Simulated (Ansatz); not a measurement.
A crystal relaxed with r2SCAN in the plane-wave code Ansatz has space group Cm (No. 8) and a = 10.919 Å, b = 3.933 Å, c = 7.848 Å, β = 111.0°.

```
atom  site       x       y       z
  Ti    2a  0.0003  0.0000  0.0015
  Xx    2a  0.2527  0.5000  0.6287
   O    2a  0.0470  0.5000  0.5232
   O    2a  0.3024  0.5000  0.9018
   O    2a  0.4570  0.5000  0.7366
   O    2a  0.2041  0.0000  0.6018
  Xx    2a  0.0002  0.0000  0.4987
  Xx    2a  0.2468  0.5000  0.1212
   O    2a  0.0423  0.5000  0.0217
   O    2a  0.2982  0.5000  0.3985
   O    2a  0.4540  0.5000  0.2184
   O    2a  0.1950  0.0000  0.0978
```

The r2SCAN gap is indirect, 3.11 eV (k = (-0.052, -0.469, 0.135) to Γ), below the direct gap of 3.41 eV at Γ. The HSE06 gap is indirect, 4.16 eV (k = (-0.052, -0.469, 0.135) to Γ), below the direct gap of 4.44 eV at Γ. Meshes: r2SCAN 8×8×4, HSE06 4×4×2. r2SCAN's ε∞ is 4.2 along all three axes, to this precision.

**Question.** Which element is Xx?
A. Zr
B. Ge
C. C
D. Sn

**Answer.** D. Xx is Sn: TiSn3O8 on the sites of the anatase structure (relaxed group Cm). Ti has 6 O at 1.94–2.02 Å; Sn has 6 O at 2.01–2.10 Å; O has 3 Sn at 2.02–2.10 Å; O has 2 Sn at 2.01–2.02 Å and 1 Ti at 2.02 Å; O has 1 Ti at 1.96 Å and 2 Sn at 2.08 Å; O has 3 Sn at 2.03–2.08 Å; Sn has 6 O at 2.02–2.08 Å; Sn has 6 O at 2.02–2.11 Å (further sites aren't listed).

The calculation is spin-unpolarised, and the structure need not be a phase that has been made.

Spin-orbit coupling is left out, which matters wherever the heavy atoms make up the band edges.

Where an edge lies off the special points, it is a point of the mesh or the k point where a search put PBE's edge or least direct gap, reused for the other functionals, whose own edges may lie a little apart.

Coordinates of k points refer to the reciprocal vectors of the primitive cell of the runs.

The meshes of the hybrids are coarse, so their gaps aren't converged to the digits shown.

For a response run the program warns that the ground state's bands aren't all converged, so ε∞ carries an extra error.
